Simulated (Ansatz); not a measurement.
LaGeRu in space group P4/nmm (No. 129; La on 2c, Ge on 2c, Ru on 2a), r²SCAN (plane waves, PAW; program Ansatz), all energies at zero smearing, with the estimated change up to a 700 eV cutoff added, with one set of potentials and settings (totals compare only within such a set). Cell of 6 atoms (2 La, 2 Ge, 2 Ru): -32921.047 eV.

```csv
element,reference phase,E (eV/atom)
La,"P6_3/mmc, 4 atoms in the cell",-6264.6784
Ge,"Fd-3m, 2 atoms in the cell",-4302.9041
Ru,"P6_3/mmc, 2 atoms in the cell",-5890.7039
```

Formation energy per atom, worked out: (-32921.047 − 2×(-6264.6784) − 2×(-4302.9041) − 2×(-5890.7039))/6 = -0.746 eV/atom (-72 kJ per mol of atoms), at 0 K, without zero-point energy or fitted corrections.

The first step of the workflow began from a Materials Project structure, measured or hypothetical; the Crystallography Open Database copy checked does not list it. Its standing as an ambient phase is unchecked. The cell was relaxed with r²SCAN under the symmetry of its start; whether a distortion lowers the energy is not shown. The run is not spin-polarised. The references are the lowest solids computed at this level, not always the standard phases. Spin–orbit coupling is left out wherever it is not named.

Potentials: the later of the program's two PAW sets.
